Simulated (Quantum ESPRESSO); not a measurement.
**Band energies of RbO$_{2}$H$_{3}$**

```xyz
12
Lattice="2.1105 -5.4373 0.0000 2.1105 5.4373 0.0000 0.0000 0.0000 5.9398" Properties=species:S:1:pos:R:3 pbc="T T T"
H      2.1105    -0.1130     5.8115
H      2.1105     0.1130     2.8416
H      3.4063     1.1734     4.1611
H      0.8147    -1.1734     1.1912
H      0.8147     1.1734     4.1611
H      3.4063    -1.1734     1.1912
O      2.1105     3.7125     1.4527
O      2.1105    -3.7125     4.4226
O      2.1105    -0.3632     0.8104
O      2.1105     0.3632     3.7803
Rb     2.1105     3.7661     4.3680
Rb     2.1105    -3.7661     1.3981
```

LDA (pw.x of Quantum ESPRESSO, ONCV potentials, no spin-orbit coupling); path ΓXSRAZΓYX1A1TY,ZT; energies in eV from the valence-band maximum.

| k (1/Å) | point | band 20 | band 21 | band 22 | band 23 | band 24 | band 25 | band 26 | band 27 |
|---|---|---|---|---|---|---|---|---|---|
| 0.00 | Γ | -0.84 | -0.48 | -0.30 | -0.11 | -0.03 | 4.26 | 7.04 | 7.71 |
| 0.21 |  | -0.84 | -0.46 | -0.42 | -0.15 | -0.05 | 4.62 | 7.02 | 7.95 |
| 0.64 |  | -0.81 | -0.47 | -0.28 | -0.14 | -0.09 | 6.44 | 6.62 | 7.20 |
| 0.86 | X | -0.85 | -0.28 | -0.26 | -0.08 | -0.07 | 6.60 | 6.89 | 7.08 |
| 0.86 | S | -0.82 | -0.35 | -0.23 | -0.19 | -0.03 | 6.71 | 6.91 | 6.96 |
| 1.12 |  | -1.01 | -0.29 | -0.19 | -0.19 | -0.05 | 6.82 | 6.97 | 7.36 |
| 1.39 | R | -1.19 | -0.22 | -0.22 | -0.11 | -0.11 | 7.07 | 7.07 | 8.00 |
| 1.39 | A | -1.20 | -0.16 | -0.16 | -0.12 | -0.12 | 7.15 | 7.15 | 7.84 |
| 1.56 |  | -1.19 | -0.26 | -0.26 | -0.11 | -0.11 | 7.04 | 7.04 | 8.00 |
| 1.90 |  | -1.18 | -0.35 | -0.35 | -0.20 | -0.20 | 6.55 | 6.55 | 7.80 |
| 2.07 |  | -1.18 | -0.29 | -0.29 | -0.21 | -0.21 | 6.20 | 6.20 | 7.55 |
| 2.24 | Z | -1.17 | -0.27 | -0.27 | -0.20 | -0.20 | 6.04 | 6.04 | 7.45 |
| 2.42 |  | -1.08 | -0.37 | -0.25 | -0.16 | -0.16 | 5.19 | 6.93 | 7.26 |
| 2.77 | Γ | -0.84 | -0.48 | -0.30 | -0.11 | -0.03 | 4.26 | 7.04 | 7.71 |
| 2.96 |  | -0.89 | -0.52 | -0.34 | -0.13 | -0.03 | 4.56 | 7.11 | 7.35 |
| 3.35 | Y | -1.09 | -0.53 | -0.45 | -0.20 | -0.03 | 5.89 | 6.51 | 6.86 |
| 3.51 |  | -1.06 | -0.53 | -0.41 | -0.15 | -0.02 | 5.96 | 6.59 | 6.94 |
| 3.82 |  | -0.87 | -0.38 | -0.24 | -0.03 | -0.03 | 6.51 | 6.75 | 7.21 |
| 3.98 | X1 | -0.85 | -0.28 | -0.26 | -0.08 | -0.07 | 6.60 | 6.89 | 7.08 |
| 4.16 |  | -0.94 | -0.24 | -0.24 | -0.08 | -0.08 | 6.73 | 6.87 | 7.31 |
| 4.33 |  | -1.11 | -0.20 | -0.19 | -0.10 | -0.10 | 6.99 | 7.04 | 7.73 |
| 4.51 | A1 | -1.20 | -0.16 | -0.16 | -0.12 | -0.12 | 7.15 | 7.15 | 7.84 |
| 4.67 |  | -1.22 | -0.25 | -0.25 | -0.06 | -0.06 | 7.23 | 7.23 | 7.61 |
| 4.83 |  | -1.25 | -0.36 | -0.36 | -0.09 | -0.09 | 7.15 | 7.15 | 7.54 |
| 5.14 | T | -1.31 | -0.35 | -0.35 | -0.32 | -0.32 | 6.86 | 6.86 | 7.39 |
| 5.41 |  | -1.20 | -0.51 | -0.41 | -0.23 | -0.13 | 6.26 | 6.75 | 7.05 |
| 5.54 |  | -1.12 | -0.53 | -0.44 | -0.21 | -0.06 | 5.99 | 6.58 | 6.92 |
| 5.67 | Y | -1.09 | -0.53 | -0.45 | -0.20 | -0.03 | 5.89 | 6.51 | 6.86 |
| 5.67 | Z | -1.17 | -0.27 | -0.27 | -0.20 | -0.20 | 6.04 | 6.04 | 7.45 |
| 5.79 |  | -1.19 | -0.28 | -0.28 | -0.21 | -0.21 | 6.12 | 6.12 | 7.42 |
| 6.02 |  | -1.26 | -0.33 | -0.33 | -0.28 | -0.28 | 6.59 | 6.59 | 7.31 |
| 6.25 | T | -1.31 | -0.35 | -0.35 | -0.32 | -0.32 | 6.86 | 6.86 | 7.39 |

The LDA gap is indirect, 4.26 eV, from 50 % of the way from Y to X1 to Γ; the smallest direct gap is 4.29 eV.

Geometry of the Materials Project entry, not relaxed at this level.

The structure is a Materials Project entry; no match was found in the copy of COD used, and its stability was not checked.

Letters of k points follow the standard setting of the lattice, whose axes may be ordered differently from the printed cell.
